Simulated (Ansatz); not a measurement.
Below is a relaxed structure of Al₄Ir. The cell was found from a structure generator's guess, not taken from experiment.

Computed with DFT PBE, scalar-relativistic, plane waves, PAW (Ansatz 0.2.0). Cutoff 420 eV, Γ-centred mesh, Gaussian smearing, no spin polarisation.

```
CELL_PARAMETERS angstrom
2.90547 0.00000 0.00000
0.00000 2.90547 0.00000
0.00000 0.00000 9.76729
ATOMIC_POSITIONS crystal
Al 0.00000 0.00000 0.16363
Al 0.00000 0.00000 0.83637
Al 0.50000 0.50000 0.36449
Al 0.50000 0.50000 0.63551
Ir 0.50000 0.50000 0.00000
```

The zero of energy is the elements' standard structures at the same level; no fitted shifts are applied.

Task: Find its symmetry and describe it.

Result: P4/mmm (No. 123). Conventional cell: a = 2.905 Å, c = 9.767 Å. Around Al on its first site lie 4 Ir at 2.60 Å, 8 Al at 2.84–2.91 Å and 1 Al at 3.20 Å; Al on its second site is surrounded by 1 Al at 2.65 Å and 8 Al at 2.84–2.91 Å; Ir has 8 Al at 2.60 Å and 4 Ir at 2.91 Å.

Task: How far does it lie from the elements in energy?

Result: −0.30 eV/atom. A negative formation energy is needed for stability but isn't enough: competing phases decide.

Task: Is it a metal?

Result: Yes, bands cross the Fermi level on the 14×14×4 mesh.

The last run used a 14×14×4 mesh (in the run's order of axes) for its 5-atom cell and Gaussian smearing of 0.10 eV. Spin–orbit coupling, which can matter for Ir, is left out. A structure relaxed within its symmetry needn't be a true minimum.
